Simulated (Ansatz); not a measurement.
Computed with Ansatz, DFT PBE, scalar-relativistic, plane waves, PAW. All cells share a 420 eV cutoff and Γ-centred k meshes spaced at most about 0.3 Å⁻¹ (about 0.25 or finer for metals, 2π included). No spin polarisation in the final relaxations.

Each of these unrelaxed guesses is relaxed in cell and atoms within its symmetry. A guess keeps its type if space group and coordination stay and the shape of the cell changes little (axis ratios within about 15 %, angles within 6°); the volume may change.

1. GaGeO

```
Ga Ge O
1.0
     2.49498   -2.53463    0.00000
     2.49498    2.53463    0.00000
     0.00000    0.00000    4.15331
Ga Ge O
1 1 1
Direct
  0.50000 0.50000 0.00000
  0.50000 0.50000 0.50000
  0.00000 0.00000 0.00000
```

2. BIr3Pd

```
B Pd Ir
1.0
     3.99612    0.00000    0.00000
     0.00000    3.99612    0.00000
     0.00000    0.00000    3.99612
B Pd Ir
1 1 3
Direct
  0.50000 0.50000 0.50000
  0.00000 0.00000 0.00000
  0.00000 0.50000 0.50000
  0.50000 0.50000 0.00000
  0.50000 0.00000 0.50000
```

Problem. Which guesses survive the relaxation?

Solution. Guess 2 keeps its type.

```
guess  kept  start group  end group  V start (Å³/atom)  V end  b/a and c/a, end over start  nearest neighbours start  nearest neighbours end
    1    no         Cmmm     P4/mmm               17.5   15.1                            -           Ga 2, Ge 2, O 4         Ga 4, Ge 6, O 4
    2   yes        Pm-3m      Pm-3m               12.8   13.8                   1.00, 1.00          B 6, Ir 2, Pd 12        B 6, Ir 2, Pd 12
```

Neighbours count within 15 % of an atom's shortest distance; end groups are read at 0.02 Å (0.05 Å in metals).

Spin–orbit coupling, which can matter for Ir, is left out. In GaGeO P4/mmm an odd number of electrons in the primitive cell allows no gap without spin; a larger cell or a magnetic state could open one. A magnetic state wasn't ruled out in cells without spin, among them BIr3Pd Pm-3m. Cells relaxed within their symmetry can be saddle points.
